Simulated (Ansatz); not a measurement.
# Ti: random displacements

Theory: DFT PBEsol, scalar-relativistic, plane waves, PAW in Ansatz 0.2.0. Cutoff 420 eV, Γ-centred 10×10×10 k-points, Gaussian smearing of 0.15 eV. No spin polarisation. Energies are free energies at this smearing, counted from the undisturbed cell; pressure is positive in compression.

Reference structure (as given, not relaxed at this level; this fcc form isn't the usual structure):

```
CELL_PARAMETERS angstrom
-4.06000 4.06000 0.00000
0.00000 4.06000 -4.06000
-4.06000 0.00000 -4.06000
ATOMIC_POSITIONS crystal
Ti 0.00000 0.50000 0.50000
Ti 0.00000 0.00000 0.50000
Ti 0.00000 0.50000 0.00000
Ti 0.00000 0.00000 0.00000
Ti 0.50000 0.50000 0.50000
Ti 0.50000 0.00000 0.50000
Ti 0.50000 0.50000 0.00000
Ti 0.50000 0.00000 0.00000
```

The atoms are displaced (Å, in the unstrained cell):

| atom | ux | uy | uz |
| --- | --- | --- | --- |
| Ti1 | -0.030 | -0.023 | 0.053 |
| Ti2 | -0.022 | 0.014 | -0.005 |
| Ti3 | 0.033 | 0.003 | -0.038 |
| Ti4 | 0.017 | 0.016 | -0.009 |
| Ti5 | -0.010 | -0.034 | -0.024 |
| Ti6 | -0.008 | -0.010 | 0.051 |
| Ti7 | 0.037 | -0.006 | 0.001 |
| Ti8 | -0.016 | 0.038 | -0.029 |

Strain (Voigt, engineering shear): (-0.0020, 0.0113, 0.0091, -0.0317, -0.0288, -0.0141).

Task: What are the energy change, the stress and the forces?

Result: ΔE = 12.0 meV/atom; stress (xx, yy, zz, yz, xz, xy; compression positive) (-1.88, -2.29, -2.20, 1.79, 1.71, 0.97) GPa.
| atom | Fx (eV/Å) | Fy | Fz |
| --- | --- | --- | --- |
| Ti1 | 0.13 | 0.03 | -0.14 |
| Ti2 | 0.08 | -0.05 | 0.06 |
| Ti3 | -0.07 | -0.03 | 0.04 |
| Ti4 | -0.13 | 0.01 | 0.02 |
| Ti5 | 0.07 | 0.10 | 0.17 |
| Ti6 | -0.13 | 0.05 | -0.12 |
| Ti7 | -0.12 | 0.02 | -0.07 |
| Ti8 | 0.17 | -0.13 | 0.05 |

Cost: 1 run of about 6.3 core-minutes, on Arm Neoverse V1 (shared hosts).